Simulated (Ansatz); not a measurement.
Input, command and steps of an Ansatz relaxation.

```yaml
crystal:
  lattice:
    - [0.0, 2.3193753492, 6.5991225607]
    - [1.6341388455, 0.0, 6.5991225607]
    - [1.6341388455, 2.3193753492, 0.0]
  atoms:
    - { symbol: Nb, position: [0.3394431649, 0.3394431649, 0.6605568351] }
    - { symbol: Nb, position: [0.6605568351, 0.6605568351, 0.3394431649] }
    - { symbol: Ru, position: [0.0, 0.0, 0.0] }
basis:
  ecutwfc: 420
kpoints:
  mp_grid: { grid: [16, 16, 16] }
hamiltonian:
  xc: lda
scf:
  occupations: { method: gaussian, width: 0.1 }
output:
  forces: true
  stress: true
  eigenvalues: true
relax:
  adjacent_minimum: "off"
  f_tol: 0.005
  max_steps: 50
  cell: { stress_tol: 0.05 }
```

```bash
ansatz run input.yaml --threads 1 --pin off --max-ram 2560MiB --backend cpu --events-out ev --progress --plain --runs-dir out
```

Theory: Ansatz, DFT LDA, scalar-relativistic, plane waves, PAW.

Of 7 frames 6 are shown, positions in Å and forces in eV/Å; the SCF threshold varies from step to step. Steps run on the plane waves of an earlier cell, with a Pulay correction in the pressure. The basis is chosen afresh for the last frame, the zero of the energies, and at times for earlier ones too; energy and pressure step there, also at an unchanged geometry. The mark taken_back stands on steps that the optimiser undid.

```xyz
3
Lattice="0.0000 2.3194 6.5991 1.6341 0.0000 6.5991 1.6341 2.3194 0.0000" Properties=species:S:1:pos:R:3:forces:R:3 pbc="T T T" step=1 free_energy_over_end_meV_per_atom=32.58 pressure_GPa=-11.44
Nb    1.6341    2.3194    4.4801    0.0000    0.0000    0.1561
Nb    1.6341    2.3194    8.7182    0.0000    0.0000   -0.1561
Ru    0.0000    0.0000    0.0000    0.0000    0.0000    0.0000
3
Lattice="0.0000 2.2059 6.3257 1.5642 0.0000 6.3257 1.5642 2.2059 0.0000" Properties=species:S:1:pos:R:3:forces:R:3 pbc="T T T" step=2 free_energy_over_end_meV_per_atom=83.68 pressure_GPa=22.79 taken_back
Nb    1.5642    2.2059    4.2768    0.0000    0.0000    0.1452
Nb    1.5642    2.2059    8.3746    0.0000    0.0000   -0.1452
Ru    0.0000    0.0000    0.0000    0.0000    0.0000    0.0000
3
Lattice="0.0000 2.2829 6.5140 1.6044 0.0000 6.5140 1.6044 2.2829 0.0000" Properties=species:S:1:pos:R:3:forces:R:3 pbc="T T T" step=3 free_energy_over_end_meV_per_atom=0.50 pressure_GPa=-1.57
Nb    1.6044    2.2829    4.4210    0.0000    0.0000    0.0412
Nb    1.6044    2.2829    8.6070    0.0000    0.0000   -0.0412
Ru    0.0000    0.0000    0.0000    0.0000    0.0000    0.0000
3
Lattice="0.0000 2.2744 6.4964 1.6032 0.0000 6.4964 1.6032 2.2744 0.0000" Properties=species:S:1:pos:R:3:forces:R:3 pbc="T T T" step=4 free_energy_over_end_meV_per_atom=-0.08 pressure_GPa=0.14
Nb    1.6032    2.2744    4.4099    0.0000    0.0000    0.0177
Nb    1.6032    2.2744    8.5828    0.0000    0.0000   -0.0177
Ru    0.0000    0.0000    0.0000    0.0000    0.0000    0.0000
3
Lattice="0.0000 2.2748 6.4983 1.6034 0.0000 6.4983 1.6034 2.2748 0.0000" Properties=species:S:1:pos:R:3:forces:R:3 pbc="T T T" step=5 free_energy_over_end_meV_per_atom=-0.09 pressure_GPa=0.01
Nb    1.6034    2.2748    4.4120    0.0000    0.0000    0.0074
Nb    1.6034    2.2748    8.5846    0.0000    0.0000   -0.0074
Ru    0.0000    0.0000    0.0000    0.0000    0.0000    0.0000
3
Lattice="0.0000 2.2742 6.4985 1.6039 0.0000 6.4985 1.6039 2.2742 0.0000" Properties=species:S:1:pos:R:3:forces:R:3 pbc="T T T" step=7 free_energy_over_end_meV_per_atom=0.00 pressure_GPa=-0.01
Nb    1.6039    2.2742    4.4127    0.0000    0.0000    0.0001
Nb    1.6039    2.2742    8.5842    0.0000    0.0000   -0.0001
Ru    0.0000    0.0000    0.0000    0.0000    0.0000    0.0000
```

Time: 5.5 min on 1 thread of Intel(R) Xeon(R) Platinum 8175M CPU @ 2.50GHz (Skylake/Cascade Lake) (shared host), peak memory 0.93 GiB.